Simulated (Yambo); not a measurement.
Yambo run on Mg$_{2}$VN$_{3}$ (space group Cmc2_1, No. 36). The wavefunctions come from this Quantum ESPRESSO step (PBEsol, PseudoDojo standard norm-conserving files, scalar-relativistic):

```
&CONTROL
  calculation = 'nscf'
  pseudo_dir = './pseudo'
  outdir = './out'
/
&SYSTEM
  ibrav = 0
  nat = 12
  ntyp = 3
  ecutwfc = 84.0
  ecutrho = 336.0
  occupations = 'fixed'
  force_symmorphic = .true.
  nbnd = 289
/
&ELECTRONS
  conv_thr = 1.2000000000000002e-08
  diago_full_acc = .true.
  diago_thr_init = 1e-08
/
ATOMIC_SPECIES
N 14.0070 N.upf
Mg 24.3050 Mg.upf
V 50.9415 V.upf
CELL_PARAMETERS angstrom
  4.935975000000  -2.899715000000   0.000000000000
  4.935975000000   2.899715000000   0.000000000000
  0.000000000000   0.000000000000   5.043150000000
ATOMIC_POSITIONS crystal
N   0.965330000000   0.332470000000   0.894290000000
N   0.034670000000   0.667530000000   0.394290000000
N   0.667530000000   0.034670000000   0.894290000000
N   0.332470000000   0.965330000000   0.394290000000
N   0.363320000000   0.636680000000   0.848120000000
N   0.636680000000   0.363320000000   0.348120000000
Mg   0.999390000000   0.330650000000   0.476620000000
Mg   0.000610000000   0.669350000000   0.976620000000
Mg   0.669350000000   0.000610000000   0.476620000000
Mg   0.330650000000   0.999390000000   0.976620000000
V   0.336240000000   0.663760000000   0.482080000000
V   0.663760000000   0.336240000000   0.982080000000
K_POINTS automatic
2 2 2 0 0 0
```

Yambo input:

```
rim_cut
gw0
dyson
el_el_corr
HF_and_locXC
ppa
em1d
RandQpts= 1000000
RandGvec= 1 Ry
EXXRLvcs= 84 Ry
VXCRLvcs= 336 Ry
Chimod= "HARTREE"
% BndsRnXp
 17 | 288 |
%
NGsBlkXp= 8 Ry
% LongDrXp
 1.0 | 1.0 | 1.0 |
%
PPAPntXp= 27.2114 eV
% GbndRnge
 1 | 288 |
%
GTermKind= "BG"
DysSolver= "n"
ExtendOut
% QPkrange
 1 | 1 | 48 | 49 |
 2 | 2 | 48 | 49 |
 3 | 3 | 48 | 49 |
 4 | 4 | 48 | 49 |
 5 | 5 | 48 | 49 |
 6 | 6 | 48 | 49 |
%
```

k points by index: 1 = Γ, 2 = (0, 0, -0.5), 3 = (0, -0.5, 0), 4 = (0, -0.5, -0.5), 5 = (-0.5, -0.5, 0), 6 = (-0.5, -0.5, -0.5).

Resulting energies as the program prints them:

```
#    K-point    Band    Eo [eV]    E [eV]    E-Eo [eV]    Vxc [eV]    Vnlxc [eV]    Sc|Eo [eV]    Sc|E [eV]    dSc/dw|Eo [eV]    Re(Z)    Im(Z)
#
    1    48    -0.867692    -1.235384    -0.367692    -15.57067    -19.06846    3.019111    3.130098    -8.211144    0.768192    -0.001434
    1    49    2.072805    3.154460    1.081654    -20.40454    -13.96857    -5.011601    -5.354310    -8.620407    0.759417    -0.001570
    2    48    0.000000    -0.267416    -0.267416    -16.71949    -19.84115    2.772617    2.854247    -8.303158    0.766201    -0.001449
    2    49    2.477034    3.624327    1.147292    -20.98730    -13.60626    -5.850435    -6.233746    -9.089868    0.749595    -0.001707
    3    48    -0.338535    -0.653606    -0.315071    -16.47329    -19.84214    2.957610    3.053786    -8.303280    0.766199    -0.001471
    3    49    2.200196    3.309675    1.109479    -20.72070    -14.24398    -5.007835    -5.367240    -8.813665    0.755343    -0.001600
    4    48    -0.411937    -0.718800    -0.306864    -16.24574    -19.60252    2.956581    3.049910    -8.273092    0.766851    -0.001433
    4    49    2.502326    3.643953    1.141626    -20.74586    -13.62381    -5.603776    -5.980418    -8.976119    0.751952    -0.001673
    5    48    -0.304192    -0.659529    -0.355337    -16.29677    -19.75636    2.996372    3.104248    -8.258343    0.767169    -0.001467
    5    49    1.883596    2.991606    1.108010    -20.50718    -13.87157    -5.176454    -5.527602    -8.622569    0.759371    -0.001571
    6    48    -0.299877    -0.618882    -0.319005    -16.25868    -19.68038    3.005704    3.102696    -8.270494    0.766907    -0.001458
    6    49    2.486163    3.623242    1.137079    -20.85802    -13.67537    -5.667540    -6.045568    -9.045131    0.750520    -0.001689
```
(The two width columns are left out.) Convergence of these settings isn't established.

Geometry of the Materials Project entry, not relaxed at this level.

The structure is a Materials Project entry; no match was found in the copy of COD used, and its stability was not checked.

The runs are not spin-polarised; magnetic order was not tried.
